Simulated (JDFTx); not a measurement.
An input for JDFTx (a modified build) (SiPH4 (SMILES [SiH2]P), charge 0, multiplicity 2; bohr, hartree):

```
lattice \
  16.0626720593 0.0000000000 0.0000000000 \
  0.0000000000 14.1729459347 0.0000000000 \
  0.0000000000 0.0000000000 11.3383567478
coords-type Cartesian
ion Si -1.7127185679 0.0094555512 0.8728097152 0
ion P 2.1023582153 0.0166010580 -0.8728097152 0
ion H -3.1157564878 2.2588480675 0.0656983331 0
ion H -3.0984245901 -2.2588480675 0.0888561583 0
ion H 3.1157564878 1.8910978717 0.6446569615 0
ion H 3.1030073261 -1.8917413520 0.6103332115 0
ion-species pseudo/si_pbe_v1.upf
ion-species pseudo/p_pbe_v1.5.upf
ion-species pseudo/h_pbe_v1.4.upf
core-overlap-check none
elec-cutoff 20 100
elec-ex-corr gga-PBE
symmetries none
coulomb-interaction Isolated
coulomb-truncation-embed 0 0 0
elec-n-bands 7
spintype z-spin
elec-initial-magnetization 1 yes
electronic-scf nIterations 100 energyDiffThreshold 1e-08
dump-name s0.$VAR
dump End State Ecomponents EigStats BandEigs Forces ElecDensity IonicPositions
```

What happens when this is run, and what should be changed?

It stops during set-up with
```
Atom 1 lies within the margin of 5 bohrs from the truncation boundary.
Expand unit cell, or if absolutely sure, reduce coulomb-truncation-ion-margin.
Failed.
```
The box is too small for the truncated Coulomb interaction: enlarge the cell, or lower coulomb-truncation-ion-margin if the density is known to be confined.
